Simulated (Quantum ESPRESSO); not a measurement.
AlTi6Pd, input and log of a self-consistent run

A calculation, not a measurement. The program is pw.x of Quantum ESPRESSO 7.5 (plane-wave density functional theory). The cell is made up: eight metal atoms on a face-centred cubic lattice, with elements, volume, strain and displacements drawn at random and not relaxed, so it may be unstable or far from any real phase. PseudoDojo standard norm-conserving files set the functional (PBE unless stated); there is no spin polarisation or spin-orbit coupling, the Fermi-Dirac width of 0.25 eV means electrons at about 2900 K, and the masses in the input are unused placeholders. A spin test at this wide smearing found no moment, but such smearing suppresses magnetism that the real alloy may have.

Input:

```
&control calculation='scf', pseudo_dir='./dojo.nc.sr.pbe.v0_5.standard.upf', outdir='./o', disk_io='minimal', tprnfor=.true., tstress=.true. /
&system ibrav=0, nat=8, ntyp=3, nbnd=64, ecutwfc=84.00895049, nosym=.true., tot_charge=0,
 occupations='smearing', smearing='fd', degauss=0.0183746611
/
&electrons conv_thr=1.470e-08, electron_maxstep=70, mixing_beta=0.5 /
ATOMIC_SPECIES
Al 1.0 Al.upf
Pd 1.0 Pd.upf
Ti 1.0 Ti.upf
CELL_PARAMETERS angstrom
-2.0057 -4.0115 -2.0057
-4.0115 2.0057 2.0057
0.0 4.0115 -4.0115
ATOMIC_POSITIONS angstrom
Al -0.1044 0.0391 -0.0285
Ti 0.0432 1.9807 -2.1515
Pd -2.0707 1.9764 0.0292
Ti -1.9254 4.0232 -1.9721
Ti -1.8564 -0.0148 -2.1186
Ti -2.0464 2.0162 -4.0275
Ti -4.0806 -0.1003 -0.0316
Ti -4.0507 1.9506 -2.0807
K_POINTS automatic
5 5 4 1 1 1
```

The log is shortened where brackets say so; the opening notice, blank lines, dates and the lines on written files are dropped, and the path of the files is cut. It prints rydbergs, bohrs and kilobars, and counts compression as positive stress. Its total energy is the free energy E - TS of the whole cell.

```
     Program PWSCF v.7.5
     Parallel version (MPI & OpenMP), running on       4 processor cores
     Number of MPI processes:                 4
     Threads/MPI process:                     1
     [start-up lines left out]
     bravais-lattice index     =            0
     lattice parameter (alat)  =       9.2843  a.u.
     unit-cell volume          =     871.2421 (a.u.)^3
     number of atoms/cell      =            8
     number of atomic types    =            3
     number of electrons       =        93.00
     number of Kohn-Sham states=           64
     kinetic-energy cutoff     =      84.0090  Ry
     charge density cutoff     =     336.0358  Ry
     scf convergence threshold =      1.5E-08
     mixing beta               =       0.5000
     number of iterations used =            8  plain     mixing
     Exchange-correlation= PBE
                           (   1   4   3   4   0   0   0)
     [axes and pseudopotential details left out]
   Cartesian axes
     site n.     atom                  positions (alat units)
         1        Al     tau(   1) = (  -0.0212496   0.0079584  -0.0058009  )
         2        Ti     tau(   2) = (   0.0087930   0.4031530  -0.4379177  )
         3        Pd     tau(   3) = (  -0.4214716   0.4022778   0.0059434  )
         4        Ti     tau(   4) = (  -0.3918972   0.8188848  -0.4014025  )
         5        Ti     tau(   5) = (  -0.3778529  -0.0030124  -0.4312212  )
         6        Ti     tau(   6) = (  -0.4165256   0.4103787  -0.8197600  )
         7        Ti     tau(   7) = (  -0.8305680  -0.0204151  -0.0064319  )
         8        Ti     tau(   8) = (  -0.8244822   0.3970264  -0.4235071  )
     number of k points=    50  Fermi-Dirac smearing, width (Ry)=  0.0184
                       cart. coord. in units 2pi/alat
        k(    1) = (  -0.1722292   0.0267889  -0.1263029), wk =   0.0400000
        k(    2) = (  -0.2105029   0.1416061  -0.3176694), wk =   0.0400000
     [further k points left out]
     Dense  grid:    90571 G-vectors     FFT dimensions: (  60,  60,  64)
     Estimated max dynamical RAM per process >     288.35 MB
     Estimated total dynamical RAM >       1.06 GB
     Initial potential from superposition of free atoms
     starting charge      92.9879, renormalised to      93.0000
     Starting wfcs are   73 randomized atomic wfcs
     total cpu time spent up to now is        6.8 secs
     per-process dynamical memory:   233.8 Mb
     Self-consistent Calculation
     iteration #  1     ecut=    84.01 Ry     beta= 0.50
     Davidson diagonalization with overlap
     ethr =  1.00E-02,  avg # of iterations =  2.3
     total cpu time spent up to now is       19.5 secs
     total energy              =    -975.22793399 Ry
     estimated scf accuracy    <      19.36165162 Ry
     iteration #  2     ecut=    84.01 Ry     beta= 0.50
     Davidson diagonalization with overlap
     ethr =  1.00E-02,  avg # of iterations =  4.1
     total cpu time spent up to now is       33.6 secs
     total energy              =    -984.84391162 Ry
     estimated scf accuracy    <      54.75059957 Ry
     iteration #  3     ecut=    84.01 Ry     beta= 0.50
     Davidson diagonalization with overlap
     ethr =  1.00E-02,  avg # of iterations =  3.5
     total cpu time spent up to now is       45.4 secs
     total energy              =    -988.40529725 Ry
     estimated scf accuracy    <      10.07994380 Ry
     iteration #  4     ecut=    84.01 Ry     beta= 0.50
     Davidson diagonalization with overlap
     ethr =  1.00E-02,  avg # of iterations =  1.3
     total cpu time spent up to now is       54.3 secs
     total energy              =    -988.34497748 Ry
     estimated scf accuracy    <       5.16201999 Ry
     iteration #  5     ecut=    84.01 Ry     beta= 0.50
     Davidson diagonalization with overlap
     ethr =  5.55E-03,  avg # of iterations =  1.8
     total cpu time spent up to now is       63.4 secs
     total energy              =    -988.14872869 Ry
     estimated scf accuracy    <       2.87167375 Ry
     [iterations 6 to 19 left out]
     iteration # 20     ecut=    84.01 Ry     beta= 0.50
     Davidson diagonalization with overlap
     ethr =  6.00E-10,  avg # of iterations =  5.5
     total cpu time spent up to now is      242.0 secs
     total energy              =    -988.03574135 Ry
     estimated scf accuracy    <       0.00000019 Ry
     iteration # 21     ecut=    84.01 Ry     beta= 0.50
     Davidson diagonalization with overlap
     ethr =  2.06E-10,  avg # of iterations =  3.0
     total cpu time spent up to now is      253.2 secs
     total energy              =    -988.03574135 Ry
     estimated scf accuracy    <       0.00000023 Ry
     iteration # 22     ecut=    84.01 Ry     beta= 0.50
     Davidson diagonalization with overlap
     ethr =  2.06E-10,  avg # of iterations =  1.4
     total cpu time spent up to now is      262.7 secs
     total energy              =    -988.03574138 Ry
     estimated scf accuracy    <       0.00000002 Ry
     iteration # 23     ecut=    84.01 Ry     beta= 0.50
     Davidson diagonalization with overlap
     ethr =  2.09E-11,  avg # of iterations =  4.3
     total cpu time spent up to now is      275.5 secs
     total energy              =    -988.03574138 Ry
     estimated scf accuracy    <       0.00000002 Ry
     iteration # 24     ecut=    84.01 Ry     beta= 0.50
     Davidson diagonalization with overlap
     ethr =  2.09E-11,  avg # of iterations =  1.9
     total cpu time spent up to now is      285.3 secs
     End of self-consistent calculation
     [lines on levels left out]
!    total energy              =    -988.03574138 Ry
     estimated scf accuracy    <          3.8E-09 Ry
     smearing contrib. (-TS)   =      -0.16103199 Ry
     internal energy E=F+TS    =    -987.87470939 Ry
     The total energy is F=E-TS. E is the sum of the following terms:
     one-electron contribution =    -380.23947023 Ry
     hartree contribution      =     226.94933165 Ry
     xc contribution           =    -149.57564245 Ry
     ewald contribution        =    -685.00892836 Ry
     convergence has been achieved in  24 iterations
     Forces acting on atoms (cartesian axes, Ry/au):
     atom    1 type  1   force =     0.01812672   -0.01041156   -0.00659697
     atom    2 type  3   force =    -0.01276131    0.00260405    0.01624813
     atom    3 type  2   force =     0.00504350   -0.00978987   -0.00852483
     atom    4 type  3   force =    -0.02187864   -0.01324163   -0.01223482
     atom    5 type  3   force =    -0.04016356   -0.00073880    0.02596017
     atom    6 type  3   force =     0.02914123   -0.00122505   -0.02318157
     atom    7 type  3   force =     0.02449583    0.02124674    0.01051545
     atom    8 type  3   force =    -0.00200377    0.01155613   -0.00218557
     Total force =     0.083017     Total SCF correction =     0.000105
     Computing stress (Cartesian axis) and pressure
          total   stress  (Ry/bohr**3)                   (kbar)     P=       62.31
   0.00044215   0.00010095   0.00003701           65.04       14.85        5.44
   0.00010095   0.00037004   0.00000093           14.85       54.44        0.14
   0.00003701   0.00000093   0.00045854            5.44        0.14       67.45
     init_run     :      5.47s CPU      5.77s WALL (       1 calls)
     electrons    :    269.02s CPU    278.52s WALL (       1 calls)
     forces       :      1.70s CPU      1.74s WALL (       1 calls)
     stress       :      5.69s CPU      5.69s WALL (       1 calls)
     [timing details left out]
     PWSCF        :   4m42.93s CPU   4m52.89s WALL
     JOB DONE.
```

In other units: free energy -13442.911 eV for the cell, pressure 6.23 GPa, largest force component 1.033 eV/Å in size. The run took 295 s of wall time with four MPI processes on a shared machine (AMD EPYC, older, virtual cores), so the time is rough. A rerun of this cell at a higher cutoff and on a denser mesh moved values by no more than 0.002 eV in energy, 0.02 GPa in stress and 0.003 eV/Å in force, and a second program with other atomic files agreed on that cell to 2 % rms in force and 0.5 GPa in pressure.